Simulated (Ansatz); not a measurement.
The cell below belongs to a search over invented structures; it isn't taken from experiment.

Input and command of a plane-wave DFT calculation in Ansatz:

```yaml
crystal:
  lattice:
    - [3.7, 0.0, 0.0]
    - [0.0, 3.75, 0.0]
    - [0.0, 0.0, 9.9]
  atoms:
    - { symbol: Zr, position: [0.0, 0.0, 0.86] }
    - { symbol: Ta, position: [0.5, 0.5, 0.64] }
    - { symbol: Ta, position: [0.5, 0.0, 0.36] }
    - { symbol: Ta, position: [0.0, 0.5, 0.14] }
    - { symbol: Ge, position: [0.0, 0.0, 0.57] }
    - { symbol: Ge, position: [0.0, 0.5, 0.43] }
    - { symbol: Ge, position: [0.5, 0.0, 0.07] }
    - { symbol: Ge, position: [0.5, 0.5, 0.93] }
basis:
  ecutwfc: 420
kpoints:
  mp_grid: { grid: [4, 4, 2] }
hamiltonian:
  xc: pbe
scf:
  occupations: { method: gaussian, width: 0.2 }
  lower_state_search: "off"
output:
  forces: true
  stress: true
  eigenvalues: true
relax:
  adjacent_minimum: "off"
  f_tol: 0.08
  max_steps: 16
  cell: { stress_tol: 0.8 }
```

```bash
ansatz run input.yaml --threads 1 --pin off --max-ram 2560MiB --backend cpu --events-out ev --progress --plain --runs-dir out
```

Processor: Intel(R) Xeon(R) Platinum 8259CL CPU @ 2.50GHz (Skylake/Cascade Lake), 1 thread, on a host shared with other jobs.

Q: Estimate time, memory and problem size.

A: About 120 s, peak memory 0.53 GiB. It solves 65 bands at 18 k points (after reduction by symmetry) with about 2693 plane waves (on the last cell), in 39 SCF iterations over 6 ionic steps.
